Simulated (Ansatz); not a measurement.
FeBiO3 in space group Amm2 (No. 38; Bi on 2b, Fe on 2a, O on 2b, O on 4d), plane-wave PAW PBEsol (Ansatz code), all energies at zero smearing, with the estimated change up to a 700 eV cutoff added, with one set of potentials and settings (totals compare only within such a set). Cell of 10 atoms (2 Bi, 2 Fe, 6 O): -36743.912 eV.

| element | reference phase | E (eV/atom) |
|---|---|---|
| Bi | R-3m, 2 atoms in the cell | -12242.0039 |
| Fe | Im-3m, 1 atoms in the cell, spin-polarised | -4448.8520 |
| O | C2/m, 4 atoms in the cell, spin-polarised | -558.3554 |

Formation energy per atom, worked out: (-36743.912 − 2×(-12242.0039) − 2×(-4448.8520) − 6×(-558.3554))/10 = -1.207 eV/atom (-116 kJ per mol of atoms), at 0 K, without zero-point energy or fitted corrections.

The start of the workflow was typed in or built on a structure type; neither database checked (COD, Materials Project) lists it. It is not the phase usual at ambient conditions (space group No. 161). The cell was relaxed with PBEsol under the symmetry of its start, as lowered by the spin order; its stability against distortions is not shown here. Magnetic state: antiferromagnetic, chosen from 5 collinear starts compared on coarse meshes (ties went to the first, and starts can fall back to one state), not a proven ground state. No Hubbard U is applied. The references are the lowest solids computed at this level, not always the standard phases (solids in place of the gases). Scalar-relativistic: spin–orbit coupling is off unless named, which matters more the heavier the elements.

Potentials: the later of the program's two PAW sets.
